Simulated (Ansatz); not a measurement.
Recipe of this trial structure of FeIrC4N4: two interpenetrating cyanide-bridged diamond nets (P-43m, No. 215). The dimensions are guesses.

```
CELL_PARAMETERS angstrom
5.90687 0.00000 0.00000
0.00000 5.90687 0.00000
0.00000 0.00000 5.90687
ATOMIC_POSITIONS crystal
Fe 0.00000 0.00000 0.00000
Ir 0.50000 0.50000 0.50000
C 0.18942 0.18942 0.18942
C 0.18942 0.81058 0.81058
C 0.81058 0.18942 0.81058
C 0.81058 0.81058 0.18942
N 0.30378 0.30378 0.30378
N 0.30378 0.69622 0.69622
N 0.69622 0.30378 0.69622
N 0.69622 0.69622 0.30378
```

Computed with DFT PBE, scalar-relativistic, plane waves, PAW (Ansatz 0.2.0). Cutoff 420 eV, Gaussian smearing, Γ-centred meshes. Cell and atoms relax first on a coarse mesh and then on a finer one. In between, the cell is made exact in the group found at 0.06 Å. In metals the finer mesh still leaves noise of several meV/atom or more. The steps can't lower the symmetry of their start. Collinear spin, starting moments Fe 4.0; Ir 1.0 μB.

A guess keeps its type if space group and coordination stay and the shape of the cell changes little (axis ratios within about 15 %, angles within 6°); the volume may change.

Question: Does it keep its structure type, or change into something else?

Answer: It keeps its type. The symmetry stays P-43m (No. 215). The volume per atom shrinks by 6.3 %, from 20.6 to 19.3 Å³. The shortest distance goes from 1.17 Å (C–N) to 1.19 Å (C–N). Counting neighbours within 15 % of an atom's shortest distance, the start has C 1, Fe 4, Ir 4, N 1 and the end C 1, Fe 4, Ir 4, N 1.

The last run used collinear spin, an 8×8×8 mesh for its 10-atom cell and Gaussian smearing of 0.10 eV. Spin–orbit coupling, which can matter for Ir, is left out. Another magnetic order may lie lower. A structure relaxed within its symmetry needn't be a true minimum.
